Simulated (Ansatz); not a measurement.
### Question
Band gap from LDA minus that from r²SCAN (eV), each on its own relaxed cell (Ansatz, a program for electronic structure, plane waves, PAW; no spin–orbit coupling, no Hubbard U), over 24 phases of the class «sulfides, selenides and tellurides»: what sign and size do you expect?

### Answer
Mean -0.64 eV, median -0.65 eV, mean absolute 0.64 eV; eight in ten lie between -0.80 and -0.46 eV, and 0 % are above zero.

Some cases that may be named, with their rank among the 24 from the lowest: LiHS, Ama2 (Li on 4a, S on 4b, H on 4b) -0.90 eV (rank 1); CaSe, rock salt -0.80 eV (rank 3); BaS, rock salt -0.66 eV (rank 12); BaTe, rock salt -0.64 eV (rank 13); MoS2, R3m (Mo on 3a, S on 3a, S on 3a) -0.45 eV (rank 23); CdHgSe2, P-4m2 (Cd on 1c, Hg on 1a, Se on 2g) -0.15 eV (rank 24).

The phases are those computed here (of each formula those with measured values and the lowest at some level), not a balanced benchmark, and neither functional is the truth. Pairs that end in unlike spin orders or unlike minima (c/a over 6 % apart, 30 % for weakly bound crystals), magnets with 4f shells, solids of gases and phases set aside for tests are left out.

2 are weakly bound layers, chains or molecules.

Standing as an ambient phase not checked: LiHS, Ama2 (Li on 4a, S on 4b, H on 4b); CdHgSe2, P-4m2 (Cd on 1c, Hg on 1a, Se on 2g). Weakly bound layers, chains or molecules computed without a dispersion correction, so cells and soft constants are ill determined: MoS2, R3m (Mo on 3a, S on 3a, S on 3a) with LDA; MoS2, R3m (Mo on 3a, S on 3a, S on 3a) with r²SCAN. Perhaps ordered models of mixed-site phases: CdHgSe2, P-4m2 (Cd on 1c, Hg on 1a, Se on 2g). Unstable at this level: LiHS, Ama2 (Li on 4a, S on 4b, H on 4b) with LDA; LiHS, Ama2 (Li on 4a, S on 4b, H on 4b) with r²SCAN. All cells were relaxed under the symmetry of their starts (and spin orders); stability against distortions was not tested throughout. Named crystals with no word on spin ran without spin polarisation. Spin–orbit coupling is left out wherever it is not named.

Potentials: the later of the program's two PAW sets.

Ansatz is a plane-wave DFT program.
